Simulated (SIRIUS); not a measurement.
Worked example: self-consistent single point of Au (Cmcm, 4 atoms in the cell; from Materials Project mp-1008634, changed as shown) in SIRIUS.

Computed with PBEsol, FP-LAPW (LAPW with two local orbitals a valence shell; core below -3 Ha), all-electron full potential with ZORA scalar-relativistic valence and Dirac core run with SIRIUS 7.12.0.

The change in words: lattice scaled by 0.98. Reference geometry (Cmcm):
```xyz
4
Lattice="2.8370 0.0000 0.0000 0.0000 5.1379 0.0000 0.0000 0.0000 4.9181" Properties=species:S:1:pos:R:3 pbc="T T T"
Au     0.0000     1.7195     3.6886
Au     1.4185     0.8495     1.2295
Au     1.4185     4.2885     3.6886
Au     0.0000     3.4184     1.2295
```

Reference input (self-consistent single point, DFT, PBEsol, FP-LAPW (LAPW with two local orbitals a valence shell; core below -3 Ha), all-electron full potential with ZORA scalar-relativistic valence and Dirac core): parameters.ngridk = 12 6 8; basis = LAPW with two local orbitals a valence shell, core below -3 Ha; unit_cell.atom_type_rmt = {Au: 2.4} bohr; parameters.xc_functionals = [XC_GGA_X_PBE_SOL, XC_GGA_C_PBE_SOL]; parameters.aw_cutoff = 7; parameters.pw_cutoff = 20 1/bohr; parameters.smearing = fermi_dirac; parameters.smearing_width = 0.00183747 Ha; parameters.electronic_structure_method = full_potential_lapwlo; parameters.lmax_apw = 8; parameters.lmax_rho = 8; parameters.lmax_pot = 8. This run's input differs from it in these lines:

```diff
@@ -36,7 +36,7 @@
     "lattice_vectors": [
-      [1.0000000674, 0.0, 0.0],
-      [0.0, 1.8110377796, 0.0],
-      [0.0, 0.0, 1.7335563371]
+      [1.0000000573, 0.0, 0.0],
+      [0.0, 1.8110375012, 0.0],
+      [0.0, 0.0, 1.7335559527]
     ],
-    "lattice_vectors_scale": 5.361181,
+    "lattice_vectors_scale": 5.253958,
     "atom_coordinate_units": "lattice",
```

Output (repeated stretches shortened):

```
[find] density tolerance         : 1e-06
[find] total energy tolerance    : 1e-07
[find] iter_solver_tol (initial) : 0.01
[find] iter_solver_tol (target)  : 1e-13
[find] num_dft_iter              : 100
Charges and magnetic moments
--------------------------------------------------------------------------------
atom      charge    core leakage
--------------------------------------------------------------------------------
   0   77.343089    0.000000e+00
   1   77.343089    0.000000e+00
   2   77.343089    0.000000e+00
   3   77.343089    0.000000e+00

total core leakage    : 0.00000000e+00
interstitial charge   : 6.627642
   [... lines left out ...]
[find]    3   77.095262    1.120100e-03
[find] total core leakage    : 4.48040149e-03
[find] interstitial charge   : 7.614465
[find] total charge          : 315.995512
[find] Energy
[find] smearing (-TS)                 :      -0.00026620
[find] Total energy                   :  -76170.58571801 (Ha), -152341.17143602 (Ry)
[find] Free energy (E-TS)             :  -76170.58598421 (Ha), -152341.17196843 (Ry)
[find] band gap (eV)                  :       0.00000000
[find] Efermi                         :       0.34675278
[find] iteration : 10, RMS (target) : 6.4658e-07 (1.0000e-06) , energy difference (target) : -6.2864e-09 (1.0000e-07)
[find] converged after 11 SCF iterations!
Warning in function "check_num_electrons" at src/density/density.cpp:1179
wrong number of electrons
  obtained value : 315.996
  target value : 316
  difference : 0.00448753
  total core leakage : 0.0044804
    atom class : 0, core leakage : 0.0011201
[find] Charges and magnetic moments
[find] atom      charge    core leakage
[find]    0   77.095262    1.120100e-03
[find]    1   77.095262    1.120100e-03
[find]    2   77.095262    1.120100e-03
[find]    3   77.095262    1.120100e-03
[find] total core leakage    : 4.48040149e-03
[find] interstitial charge   : 7.614465
[find] total charge          : 315.995512
[find] Energy
[find] smearing (-TS)                 :      -0.00026620
[find] Total energy                   :  -76170.58571801 (Ha), -152341.17143602 (Ry)
   [... lines left out ...]
[find] Free energy (E-TS)             :  -76170.58598421 (Ha), -152341.17196843 (Ry)
[find] band gap (eV)                  :       0.00000000
   [... lines left out ...]
[find] Efermi                         :       0.34675278
[ground_state] ==== total Forces in Ha/bohr =====
[ground_state] atom:    0, force:      -0.0000000      0.0004366     -0.0000000
[ground_state] atom:    1, force:       0.0000000     -0.0004366      0.0000000
[ground_state] atom:    2, force:      -0.0000000      0.0004366     -0.0000000
[ground_state] atom:    3, force:       0.0000000     -0.0004366      0.0000000
```

The run converged in 11 iterations. Against the reference run the free energy falls by 16.2 meV/atom and the largest force goes from 0.017 to 0.022 eV/Å.

The structure comes from a collection of computed structures, made at another level of theory; the collection holds predicted forms beside known ones. Its lattice was then scaled. Values depend on the basis (sphere radii, cutoffs, local orbitals), which need not be converged.

Cost on one core: very roughly 90 core-seconds.

The gap that the log prints is read on the run's mesh, which can miss the band edges or a crossing.
